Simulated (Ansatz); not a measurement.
Input and command of a plane-wave DFT calculation in Ansatz:

```yaml
crystal:
  lattice:
    - [6.6625557636, 0.0, 0.0]
    - [-3.3312778818, 5.7699425454, 0.0]
    - [0.0, 0.0, 5.3477289815]
  atoms:
    - { symbol: In, position: [0.833, 0.666, 0.25] }
    - { symbol: In, position: [0.167, 0.833, 0.75] }
    - { symbol: In, position: [0.334, 0.167, 0.25] }
    - { symbol: In, position: [0.167, 0.334, 0.75] }
    - { symbol: In, position: [0.833, 0.167, 0.25] }
    - { symbol: In, position: [0.666, 0.833, 0.75] }
    - { symbol: As, position: [0.3333333333, 0.6666666667, 0.25] }
    - { symbol: As, position: [0.6666666667, 0.3333333333, 0.75] }
basis:
  ecutwfc: 420
kpoints:
  mp_grid: { grid: [3, 3, 4] }
hamiltonian:
  xc: pbe
scf:
  occupations: { method: gaussian, width: 0.1 }
  lower_state_search: "off"
output:
  forces: true
  stress: true
  eigenvalues: true
```

```bash
ansatz run input.yaml --threads 1 --pin off --max-ram 2560MiB --backend cpu --events-out ev --progress --plain --runs-dir out
```

Processor: Intel(R) Xeon(R) 6975P-C (Granite Rapids), 1 thread, on a host shared with other jobs.

Estimate time, memory and problem size.

About 6.7 s on 1 thread of Intel(R) Xeon(R) 6975P-C (Granite Rapids) (shared host), peak memory 0.5 GiB. It solves 65 bands at 9 k points (the mesh reduced by the symmetry that the task leaves, which can be less than the crystal's) with about 3977 plane waves, in 8 SCF iterations.
